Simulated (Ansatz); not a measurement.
**From Cs₂AgSbCl₆ to Rb₂AgSbCl₆**

```xyz
10
Lattice="0.0000 5.3782 5.3782 5.3782 0.0000 5.3782 5.3782 5.3782 0.0000" Properties=species:S:1:pos:R:3 pbc="T T T"
Cs    2.6891    2.6891    2.6891
Cs    8.0672    8.0672    8.0672
Sb    0.0000    0.0000    0.0000
Ag    5.3782    5.3782    5.3782
Cl    2.6490    5.3782    5.3782
Cl    5.3782    2.6490    5.3782
Cl    8.1073    5.3782    5.3782
Cl    5.3782    8.1073    5.3782
Cl    5.3782    5.3782    2.6490
Cl    5.3782    5.3782    8.1073
```

Method: r2SCAN in Ansatz 0.2.0, PAW datasets, plane waves to 500 eV, 4×4×4 Γ-centred mesh, fermi-dirac occupations of width 0.100 eV. Spin: none. Single points at fixed atoms.

Now every Cs is replaced by Rb on the same fractional sites, and the cell goes from 31.11 to 30.30 Å³ an atom (a = 7.539 Å, b = 7.539 Å, c = 7.539 Å, α = 60.00°, β = 60.00°, γ = 60.00°; 4×4×4 Γ-centred mesh, fermi-dirac occupations of width 0.100 eV).

Task: How do gap, charges, pressure and binding respond?

Result: The runs give:

```
                  quantity  Cs₂AgSbCl₆  Rb₂AgSbCl₆
      gap on the mesh (eV)        1.69        1.65
            pressure (GPa)        -0.2         0.0
formation energy (eV/atom)      -1.523      -1.467
```

Mean Bader charges in e: Cs +0.89 becomes Rb +0.91; Sb +1.67 → +1.68, Ag +0.65 → +0.65, Cl -0.69 → -0.69. Rb is about as electronegative as Cs (Pauling 0.82 against 0.79), and the charges barely move. The gap on the mesh goes from 1.69 to 1.65 eV.

Origins: Cs2AgSbCl6, a database entry at a slightly scaled volume; Rb2AgSbCl6, a known structure type with other elements put in, at an estimated volume. An invented cell need not be a known compound.

Caveats: atoms and cells are not relaxed; no spin-orbit coupling, which can shift gaps by tenths of an eV; pressure is positive in compression; a dash marks a value that doesn't apply or isn't given.
